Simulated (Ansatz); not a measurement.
**BaY: relaxation of cell and atoms**

The calculation used DFT, PBE, PAW with Ansatz's default frozen-core files, scalar-relativistic in Ansatz 0.2.0.

Command: `ansatz run input.yaml --threads 1 --pin off --max-ram 2048MiB --backend cpu --events-out ev --progress --plain --runs-dir out` The run took 2.6 min on 1 thread of Intel(R) Xeon(R) Processor @ 2.50GHz (Skylake/Cascade Lake) (shared host), peak memory 0.47 GiB.

```yaml
crystal:
  lattice:
    - [3.6611707153, 0.0, 0.0]
    - [0.0, 3.6611707153, 0.0]
    - [0.0, 0.0, 4.9791921728]
  atoms:
    - { symbol: Ba, position: [0.0, 0.0, 0.0] }
    - { symbol: "Y", position: [0.5, 0.5, 0.5] }
kpoints:
  mp_grid: { grid: [11, 11, 8] }
scf:
  occupations: { method: fermi_dirac, width: 0.03 }
hamiltonian:
  xc: pbe
  pseudopotentials: { kind: paw }
output:
  forces: true
  stress: true
  write_density: true
  write_potential: true
  elf: true
  volumetric_format: npy
relax:
  f_tol: 0.005
  max_steps: 80
  cell: {}
```

Spin polarisation is left out, and whether a magnetic state lies lower isn't shown here.

Spin–orbit coupling is left out, though it moves levels of the heavy atoms by tenths of an eV or more.

The cell is built from the L10 type as a first guess.

The cutoff is 420 eV; energies and pressures of the walk include the program's estimate of the Pulay term.

Each frame lists the cell vectors (Å), then Cartesian positions (Å); symmetry keeps all forces zero. Free energies count from the first step, -9797.2420 eV.

The walk took 11 evaluations in all; steps that aren't listed are left out.

Step 1: E = 0.0 meV, P = 6.45 GPa

```
cell 3.6612 0.0000 0.0000 0.0000 3.6612 0.0000 0.0000 0.0000 4.9792
Ba    0.0000    0.0000    0.0000
Y     1.8306    1.8306    2.4896
```

Step 2: E = -245.7 meV, P = 2.78 GPa

```
cell 3.7991 0.0000 0.0000 0.0000 3.7991 0.0000 0.0000 0.0000 5.2225
Ba    0.0000    0.0000    0.0000
Y     1.8996    1.8996    2.6113
```

Step 3: E = -328.4 meV, P = 0.54 GPa

```
cell 3.9055 0.0000 0.0000 0.0000 3.9055 0.0000 0.0000 0.0000 5.4652
Ba    0.0000    0.0000    0.0000
Y     1.9527    1.9527    2.7326
```

Step 4: E = -334.7 meV, P = 0.02 GPa

```
cell 3.9240 0.0000 0.0000 0.0000 3.9240 0.0000 0.0000 0.0000 5.5657
Ba    0.0000    0.0000    0.0000
Y     1.9620    1.9620    2.7828
```

Step 5: E = -336.3 meV, P = -0.11 GPa

```
cell 3.9166 0.0000 0.0000 0.0000 3.9166 0.0000 0.0000 0.0000 5.6268
Ba    0.0000    0.0000    0.0000
Y     1.9583    1.9583    2.8134
```

Step 6: E = -338.6 meV, P = 0.03 GPa

```
cell 3.8752 0.0000 0.0000 0.0000 3.8752 0.0000 0.0000 0.0000 5.6982
Ba    0.0000    0.0000    0.0000
Y     1.9376    1.9376    2.8491
```

Step 7: E = -339.0 meV, P = -0.02 GPa

```
cell 3.8632 0.0000 0.0000 0.0000 3.8632 0.0000 0.0000 0.0000 5.7451
Ba    0.0000    0.0000    0.0000
Y     1.9316    1.9316    2.8725
```

Step 8: E = -339.0 meV, P = 0.00 GPa

```
cell 3.8572 0.0000 0.0000 0.0000 3.8572 0.0000 0.0000 0.0000 5.7566
Ba    0.0000    0.0000    0.0000
Y     1.9286    1.9286    2.8783
```

Step 9: E = -340.6 meV, P = 0.04 GPa (the cell of the step before, solved again on a basis chosen afresh, hence the jump)

**Question.** How does the relaxation end?

**Answer.** It converges, with a = 3.853 Å, b = 3.853 Å, c = 5.779 Å, α = 90.00°, β = 90.00°, γ = 90.00° (conventional cell, space group P4/mmm). The last solve (on a basis chosen afresh for the final cell, so its energy is not quite comparable) gives E = -340.7 meV, P = 0.00 GPa:
```
cell 3.8532 0.0000 0.0000 0.0000 3.8532 0.0000 0.0000 0.0000 5.7795
Ba    0.0000    0.0000    0.0000
Y     1.9266    1.9266    2.8897
```
